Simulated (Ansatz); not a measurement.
NbAg:
```xyz
2
Lattice="0.0000 2.7300 2.7300 2.7300 0.0000 2.7300 2.7300 2.7300 0.0000" Properties=species:S:1:pos:R:3 pbc="T T T"
Ag     0.0000     0.0000     0.0000
Nb     2.7300     2.7300     2.7300
```

Relaxed with PBE. Special points in fractions of this cell's reciprocal vectors: Γ (0.000, 0.000, 0.000); X (0.500, 0.000, 0.500); U (0.625, 0.250, 0.625); K (0.375, 0.375, 0.750); L (0.500, 0.500, 0.500); W (0.500, 0.250, 0.750).

**Question.** List the band energies nearest the Fermi level at these points for PBE in the plane-wave PAW code Ansatz.

**Answer.** In eV from the Fermi level; about four levels below and three above (degenerate sets whole), none deeper than 8.9 eV; points with the same levels are listed once.

```tsv
k	below	above
Γ	-5.94 -5.94 -5.52 -5.52 -5.52	0.94 0.94 0.94
X	-4.60 -4.60 -3.58 -0.50	0.34 1.64 1.64
U	-4.70 -3.10 -0.67 -0.51	0.59 1.40 2.40
L	-3.18 -1.61 -0.86 -0.86	1.20 1.20 2.65
W	-2.83 -0.44 -0.44 -0.43	1.63 3.17 3.17
```

Space group Fm-3m (rock salt). The start of the workflow was typed in or built on a structure type; neither database checked (COD, Materials Project) lists it. Whether it is the stable phase at ambient conditions was not checked. The cell was relaxed with PBE under the symmetry of its start; its stability against distortions is not shown here. No spin polarisation was allowed. The volume moved by 16 % from the start of the relaxation. Its formation energy is positive at this level, so the cell may be metastable or incomplete. Spin–orbit coupling is left out wherever it is not named.

Potentials: the later of the program's two PAW sets.
